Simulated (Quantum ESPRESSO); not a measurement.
# Computed records: Mg2AlS3F (made-up cell, one site empty), AlGe2SN3 (made-up cell, one site empty)

All values are calculated (Quantum ESPRESSO 7.5). Calculation on a made-up crystal cell, not a measurement, with one named mistake planted (healthy values lack it): periodic Kohn-Sham density functional theory in plane waves with PseudoDojo standard norm-conserving scalar-relativistic pseudopotentials, each functional with its own files (v0.5 for PBE, v0.4.1 for LDA and PBEsol), no spin polarisation, no spin-orbit coupling, atoms not relaxed, stress positive in tension, energies less a fixed whole-eV offset for each atom's element; levels are Kohn-Sham levels at fractions of this cell's reciprocal vectors, counted from the reference band (half the neutral cell's valence electrons, rounded up) at Gamma; error bars cover cutoff and k-mesh only, not smearing or the files; each bar is the largest change over components, and at least 0.002 eV, 0.002 eV per angstrom or 0.02 GPa; a charged cell sits in a uniform background, with energy and stress on this program's zero of potential; energies are for the whole cell, and the offsets were chosen from early runs and are not element reference energies; a distance is the largest change of any value in units of its error bar, a scale change is of lengths, and a coarse mesh keeps the half-step shift.

Settings shared by all entries: intended functional pbe; intended cutoff 1143 eV; intended fermi dirac smearing 0.025 eV; intended scf tolerance 1e-07 eV; intended electrons removed 0; healthy scf iterations 12; healthy smearing term minus ts 0 eV; structure shown as intended, without the mistake.

(1) Mg2AlS3F (made-up cell, one site empty)

Intended structure:
```xyz
7
Lattice="3.9353 -0.0579 0.0210 -0.1002 6.7089 -0.0063 0.0343 -0.0059 6.2864" Properties=species:S:1:pos:R:3 Mg2AlS3F
Al     0.0404     0.0781    -0.0390
Mg     1.9124     3.2077    -0.1262
Mg     1.8774     1.1583     3.1249
S      0.0240    -0.0316     2.4078
F      1.9522     3.4464     2.3537
S      1.9487     1.1809     5.5195
S      0.0300     4.5169     5.5613
```

```
lattice type                        : wurtzite
empty site                          : 4
healthy free energy less offsets    : 9.722 eV
healthy pressure                    : -1.71 GPa
healthy stress xx                   : -0.32 GPa
healthy stress yy                   : 1.02 GPa
healthy stress zz                   : 4.43 GPa
healthy stress yz                   : -2.65 GPa
healthy stress xz                   : -0.18 GPa
healthy stress xy                   : -1.65 GPa
healthy reference band              : 24
fault kind                          : wrong charge
fault electrons removed             : 1
intended k mesh                     : 5 x 4 x 4, shifted by half a step
faulty free energy less offsets     : 7.808 eV
faulty scf iterations               : 18
faulty smearing term minus ts       : -0.02117 eV
faulty pressure                     : -8.799 GPa
faulty stress xx                    : 5.96 GPa
faulty stress yy                    : 7.274 GPa
faulty stress zz                    : 13.16 GPa
faulty stress yz                    : -2.949 GPa
faulty stress xz                    : -0.2222 GPa
faulty stress xy                    : -1.634 GPa
faulty reference band               : 24
other mistakes compared             : 7
distance from healthy               : 956.8 error bars
distance from nearest other mistake : 779.7 error bars
healthy error bar energy            : 0.002 eV
healthy error bar stress            : 0.02799 GPa
healthy error bar force             : 0.003396 eV/Å
healthy error bar next band up      : 0.002 eV
```

Atoms:
| atoms element | atom site | atom energy offset (eV) |
| --- | --- | --- |
| Al | 1 | -64 |
| Mg | 2 | -1617 |
| Mg | 3 | -1617 |
| S | 5 | -302 |
| F | 6 | -677 |
| S | 7 | -302 |
| S | 8 | -302 |

Healthy forces:
| site | x (eV/Å) | y (eV/Å) | z (eV/Å) |
| --- | --- | --- | --- |
| 1 | -0.431 | -2.137 | 1.766 |
| 2 | 0.238 | 4.539 | 2.726 |
| 3 | 0.866 | 1.556 | -1.608 |
| 5 | -0.886 | 0.322 | -1.577 |
| 6 | -0.07 | -2.134 | -0.807 |
| 7 | 0.597 | -3.365 | -0.406 |
| 8 | -0.315 | 1.219 | -0.093 |

Healthy levels:
| level k point | next band up (eV) |
| --- | --- |
| Gamma | 1.338 |
| (1/2,1/2,1/2) | 2.605 |
| (0.15,0,0) | 2.18 |
| (0,0.15,0) | 1.501 |
| (0,0,0.15) | 1.436 |

Faulty forces:
| site | x (eV/Å) | y (eV/Å) | z (eV/Å) |
| --- | --- | --- | --- |
| 1 | -0.4643 | -1.442 | 1.35 |
| 2 | 0.2461 | 4.029 | 2.634 |
| 3 | 0.906 | 1.565 | -1.288 |
| 5 | -0.9155 | -0.03676 | -1.563 |
| 6 | -0.06637 | -1.925 | -0.8498 |
| 7 | 0.6155 | -3.526 | -0.2751 |
| 8 | -0.3215 | 1.335 | -0.007153 |

Faulty levels:
| level k point | next band up (eV) |
| --- | --- |
| Gamma | 2.158 |
| (1/2,1/2,1/2) | 3.327 |
| (0.15,0,0) | 2.978 |
| (0,0.15,0) | 2.316 |
| (0,0,0.15) | 2.252 |

(2) Mg2AlS3F (made-up cell, one site empty)

Structure as in entry 1.

```
lattice type                        : wurtzite
empty site                          : 4
healthy free energy less offsets    : 9.722 eV
healthy pressure                    : -1.71 GPa
healthy stress xx                   : -0.32 GPa
healthy stress yy                   : 1.02 GPa
healthy stress zz                   : 4.43 GPa
healthy stress yz                   : -2.65 GPa
healthy stress xz                   : -0.18 GPa
healthy stress xy                   : -1.65 GPa
healthy reference band              : 24
fault kind                          : atoms exchanged
fault first exchanged site          : 1
fault second exchanged site         : 6
intended k mesh                     : 5 x 4 x 4, shifted by half a step
faulty free energy less offsets     : 19.76 eV
faulty scf iterations               : 15
faulty smearing term minus ts       : -0.01149 eV
faulty pressure                     : 4.277 GPa
faulty stress xx                    : -0.0007016 GPa
faulty stress yy                    : -8.22 GPa
faulty stress zz                    : -4.609 GPa
faulty stress yz                    : -1.152 GPa
faulty stress xz                    : -1.111 GPa
faulty stress xy                    : 0.2027 GPa
faulty reference band               : 24
other mistakes compared             : 7
distance from healthy               : 5020 error bars
distance from nearest other mistake : 1669 error bars
healthy error bar energy            : 0.002 eV
healthy error bar stress            : 0.02799 GPa
healthy error bar force             : 0.003396 eV/Å
healthy error bar next band up      : 0.002 eV
```

Atoms:
| atoms element | atom site | atom energy offset (eV) |
| --- | --- | --- |
| Al | 1 | -64 |
| Mg | 2 | -1617 |
| Mg | 3 | -1617 |
| S | 5 | -302 |
| F | 6 | -677 |
| S | 7 | -302 |
| S | 8 | -302 |

Healthy forces:
| site | x (eV/Å) | y (eV/Å) | z (eV/Å) |
| --- | --- | --- | --- |
| 1 | -0.431 | -2.137 | 1.766 |
| 2 | 0.238 | 4.539 | 2.726 |
| 3 | 0.866 | 1.556 | -1.608 |
| 5 | -0.886 | 0.322 | -1.577 |
| 6 | -0.07 | -2.134 | -0.807 |
| 7 | 0.597 | -3.365 | -0.406 |
| 8 | -0.315 | 1.219 | -0.093 |

Healthy levels:
| level k point | next band up (eV) |
| --- | --- |
| Gamma | 1.338 |
| (1/2,1/2,1/2) | 2.605 |
| (0.15,0,0) | 2.18 |
| (0,0.15,0) | 1.501 |
| (0,0,0.15) | 1.436 |

Faulty forces:
| site | x (eV/Å) | y (eV/Å) | z (eV/Å) |
| --- | --- | --- | --- |
| 1 | 0.6968 | 0.4448 | -0.2372 |
| 2 | 0.07488 | 2.804 | -1.453 |
| 3 | 0.7055 | -2.801 | 0.7779 |
| 5 | -0.9218 | -0.0961 | 0.2865 |
| 6 | 0.1616 | 3.045 | 1.427 |
| 7 | -0.3423 | -2.764 | -0.7577 |
| 8 | -0.3747 | -0.6329 | -0.04335 |

Faulty levels:
| level k point | next band up (eV) |
| --- | --- |
| Gamma | 0.2191 |
| (1/2,1/2,1/2) | 0.5534 |
| (0.15,0,0) | 0.1606 |
| (0,0.15,0) | 0.2086 |
| (0,0,0.15) | 0.2214 |

(3) AlGe2SN3 (made-up cell, one site empty)

Intended structure:
```xyz
7
Lattice="4.7094 0.0224 -0.0075 0.0224 4.5891 0.0125 -0.0075 0.0125 4.6200" Properties=species:S:1:pos:R:3 AlGe2SN3
Ge     0.0866     2.3208     2.3034
Al     2.4092    -0.0781     2.3677
Ge     2.2758     2.2134     0.0253
N      1.1959     0.9510     1.0417
S      1.0791     3.5228     3.4972
N      3.5374     1.2498     3.6355
N      3.4883     3.4274     1.2602
```

```
lattice type                        : zincblende/diamond
empty site                          : 1
healthy free energy less offsets    : 7.085 eV
healthy pressure                    : 1.94 GPa
healthy stress xx                   : -0.01 GPa
healthy stress yy                   : -5.07 GPa
healthy stress zz                   : -0.75 GPa
healthy stress yz                   : 3.99 GPa
healthy stress xz                   : -4.33 GPa
healthy stress xy                   : -7.23 GPa
healthy reference band              : 26
fault kind                          : coarse kmesh
fault k points along each vector    : 2
intended k mesh                     : 4 x 4 x 4, shifted by half a step
faulty free energy less offsets     : 7.39 eV
faulty scf iterations               : 13
faulty smearing term minus ts       : 0 eV
faulty pressure                     : 2.331 GPa
faulty stress xx                    : -0.2285 GPa
faulty stress yy                    : -5.581 GPa
faulty stress zz                    : -1.185 GPa
faulty stress yz                    : 4.076 GPa
faulty stress xz                    : -4.701 GPa
faulty stress xy                    : -7.348 GPa
faulty reference band               : 26
other mistakes compared             : 7
distance from healthy               : 85.45 error bars
distance from nearest other mistake : 112.7 error bars
healthy error bar energy            : 0.003568 eV
healthy error bar stress            : 0.02 GPa
healthy error bar force             : 0.002 eV/Å
healthy error bar next band up      : 0.002 eV
```

Atoms:
| atoms element | atom site | atom energy offset (eV) |
| --- | --- | --- |
| Ge | 2 | -2430 |
| Al | 3 | -64 |
| Ge | 4 | -2430 |
| N | 5 | -283 |
| S | 6 | -302 |
| N | 7 | -283 |
| N | 8 | -283 |

Healthy forces:
| site | x (eV/Å) | y (eV/Å) | z (eV/Å) |
| --- | --- | --- | --- |
| 2 | -6.042 | -5.846 | -5.154 |
| 3 | 4.225 | 4.47 | -3.548 |
| 4 | 4.359 | -2.956 | 3.525 |
| 5 | 0.404 | 1.912 | 1.97 |
| 6 | -1.998 | 4.03 | 5.146 |
| 7 | -0.686 | -0.384 | -2.119 |
| 8 | -0.262 | -1.226 | 0.181 |

Healthy levels:
| level k point | next band up (eV) |
| --- | --- |
| Gamma | 0.723 |
| (1/2,1/2,1/2) | 0.978 |
| (0.15,0,0) | 1.168 |
| (0,0.15,0) | 0.937 |
| (0,0,0.15) | 1.126 |

Faulty forces:
| site | x (eV/Å) | y (eV/Å) | z (eV/Å) |
| --- | --- | --- | --- |
| 2 | -6.114 | -5.801 | -5.168 |
| 3 | 4.232 | 4.457 | -3.596 |
| 4 | 4.437 | -3.001 | 3.55 |
| 5 | 0.4507 | 2.014 | 2.02 |
| 6 | -1.961 | 3.908 | 5.02 |
| 7 | -0.7404 | -0.2918 | -2.118 |
| 8 | -0.3025 | -1.286 | 0.2924 |

Faulty levels:
| level k point | next band up (eV) |
| --- | --- |
| Gamma | 0.6954 |
| (1/2,1/2,1/2) | 0.9458 |
| (0.15,0,0) | 1.14 |
| (0,0.15,0) | 0.8983 |
| (0,0,0.15) | 1.089 |
